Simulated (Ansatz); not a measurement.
All numbers below come from DFT PBE, scalar-relativistic, plane waves, PAW in Ansatz. All cells share a 420 eV cutoff and Γ-centred k meshes spaced at most about 0.3 Å⁻¹ (about 0.25 or finer for metals, 2π included). No spin polarisation in the final relaxations.

Each of these unrelaxed guesses is relaxed in cell and atoms within its symmetry. A guess keeps its type if space group and coordination stay and the shape of the cell changes little (axis ratios within about 15 %, angles within 6°); the volume may change.

1. AlIn3As4

```
CELL_PARAMETERS angstrom
-2.86241 2.86241 5.72483
2.86241 -2.86241 5.72483
2.86241 2.86241 -5.72483
ATOMIC_POSITIONS crystal
Al 0.00000 0.00000 0.00000
In 0.25000 0.75000 0.50000
In 0.50000 0.50000 0.00000
In 0.75000 0.25000 0.50000
As 0.12500 0.12500 0.50000
As 0.37500 0.87500 0.00000
As 0.62500 0.62500 0.50000
As 0.87500 0.37500 0.00000
```

2. Ga3SbAs2

```
CELL_PARAMETERS angstrom
-1.98874 1.98874 8.43749
1.98874 -1.98874 8.43749
1.98874 1.98874 -8.43749
ATOMIC_POSITIONS crystal
Ga 0.83333 0.83333 0.00000
Ga 0.50000 0.50000 0.00000
Ga 0.16667 0.16667 0.00000
Sb 0.25000 0.75000 0.50000
As 0.58333 0.08333 0.50000
As 0.91667 0.41667 0.50000
```

3. Si2Bi2Te

```
CELL_PARAMETERS angstrom
-3.34608 3.34608 3.44336
3.34608 -3.34608 3.44336
3.34608 3.34608 -3.44336
ATOMIC_POSITIONS crystal
Si 0.80108 0.80108 0.00000
Si 0.19892 0.19892 0.00000
Bi 0.50000 0.00000 0.50000
Bi 0.00000 0.50000 0.50000
Te 0.50000 0.50000 0.00000
```

Task: Which keep their type?

Result: Guesses 1 and 2 keep their type.

```tsv
guess	kept	start group	end group	V start (Å³/atom)	V end	b/a and c/a, end over start	nearest neighbours start	nearest neighbours end
1	yes	I-42m	I-42m	23.5	27.9	1.00, 1.00	Al 4, As 4, In 4	Al 4, As 4, In 4
2	yes	I-4m2	I-4m2	22.2	25.7	1.00, 1.00	As 4, Ga 4, Sb 4	As 4, Ga 4, Sb 4
3	no	I4/mmm	I4/mmm	30.8	29.9	1.00, 1.25	Bi 8, Si 1, Te 2	Bi 6, Si 1, Te 6
```

Neighbours count within 15 % of an atom's shortest distance; end groups are read at 0.02 Å (0.05 Å in metals).

These runs have no spin–orbit coupling, which can matter for Bi, Sb and Te. Cells relaxed within their symmetry can be saddle points.
